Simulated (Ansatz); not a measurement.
The computed numbers are results of r²SCAN, scalar-relativistic (collinear spin) in the plane-wave PAW code Ansatz at 500 eV, Γ-centred 6×6×10 mesh, 0.05 eV Gaussian smearing; PAW files: Ansatz's generated set soft_2.

The calculation on XO2, where X is one element, gave:

| Item | Value |
| --- | --- |
| Space group | P4_2/mnm (No. 136) |
| Conventional cell | a = 4.403 Å, b = 4.403 Å, c = 2.913 Å, α = 90.00°, β = 90.00°, γ = 90.00° |
| Volume | 9.41 Å³/atom |
| Band gap | zero (metallic) |
| Density of states at the Fermi level | 0.13 states/(eV·atom) |
| Magnetic state | ferromagnetic |
| Site spin moments | X 1.83; O -0.11 μB |
| Spin moment of the cell | 4.00 μB |
| Bader charges | X 2.08; O -1.04 e |
| Formation energy from the elements (0 K, uncorrected) | -2.19 eV/atom |
| Bulk modulus (Birch–Murnaghan) | 252 GPa |
| Pressure derivative B0′ | 5.1 |

Sites: X on 2a, O on 4f.

Problem. Which element is X?
A. Fe
B. Cr
C. V
D. Ti

Solution. B. X is Cr, so the compound is CrO2.

The chain of runs began from a cell as deposited in COD, expanded in volume.

The run wasn't fully tested for a lower electronic state. Site moments are of spin, integrated over atomic spheres. Compounds of this kind are often insulators, Mott or charge-transfer ones with an open 3d shell, so the metal found may come from the functional, which lacks a U or exact exchange, or from the structure.
